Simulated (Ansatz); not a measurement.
**Ga5N: from a guess to a relaxed structure**

Level of theory: Ansatz 0.2.0, DFT PBE, scalar-relativistic, plane waves, PAW. Cutoff 420 eV, Gaussian smearing, Γ-centred meshes. Cell and atoms relax first on a coarse mesh and then on a finer one. In between, the cell is made exact in the group found at 0.06 Å. In metals the finer mesh still leaves noise of several meV/atom or more. The steps can't lower the symmetry of their start. No spin polarisation in the relaxation; trial moments died out in a coarse test.

Recipe of this trial structure of Ga5N: random cell by space group and Wyckoff sites (F-43m, No. 216). The dimensions are guesses.

```xyz
6
Lattice="0.0000 3.6655 3.6655 3.6655 0.0000 3.6655 3.6655 3.6655 0.0000" Properties=species:S:1:pos:R:3 pbc="T T T"
Ga    2.7700    2.7700    2.7700
Ga    4.5609    4.5609    2.7700
Ga    4.5609    2.7700    4.5609
Ga    2.7700    4.5609    4.5609
Ga    0.0000    0.0000    0.0000
N     3.6655    3.6655    3.6655
```

The zero of energy is the elements' standard structures at the same level (N₂ as a molecule); no fitted shifts are applied.

Q: Describe the relaxed structure.

A: The symmetry stays F-43m (No. 216). The volume per atom grows by 43.8 %, from 16.4 to 23.6 Å³. The shortest distance goes from 1.55 Å (Ga–N) to 1.96 Å (Ga–N). The energy falls by about 1.7 eV/atom (the start's value is from the coarse mesh). The end is written in a standard setting, so origin, axes and order of atoms can differ from the start's. Conventional cell: a = 8.275 Å. Ga on a site of symmetry 3m is surrounded by 1 N at 1.96 Å, 3 Ga at 2.64 Å, 3 Ga at 3.21 Å and 3 Ga at 3.41 Å; around Ga on a site of symmetry -43m lie 12 Ga at 3.41 Å; N is surrounded by 4 Ga at 1.96 Å.

```
Ga N
1.0
     0.00000    4.13768    4.13768
     4.13768    0.00000    4.13768
     4.13768    4.13768    0.00000
Ga N
5 1
Cartesian
  3.0039 5.2715 5.2715
  5.2715 3.0039 5.2715
  5.2715 5.2715 3.0039
  3.0039 3.0039 3.0039
  0.0000 0.0000 0.0000
  4.1377 4.1377 4.1377
```

Q: Give its energy and gap.

A:

| Item | Value |
| --- | --- |
| Formation energy | +0.35 eV/atom |
| Gap on the 8×8×8 mesh of the 6-atom cell | 0 eV (a metal) |

The separate elements lie lower, so it is unstable against them.

The last run used Gaussian smearing of 0.10 eV. Symmetry constrained the relaxation, so the result can be a saddle point. In all, the 3 runs took 3.6 min on 1 thread of Intel(R) Xeon(R) Processor @ 2.50GHz (Skylake/Cascade Lake), with other jobs on the host. Another cell of Ga5N relaxed alike, in P-6m2, lies 180 meV/atom lower, so this cell isn't the stable form at this level.
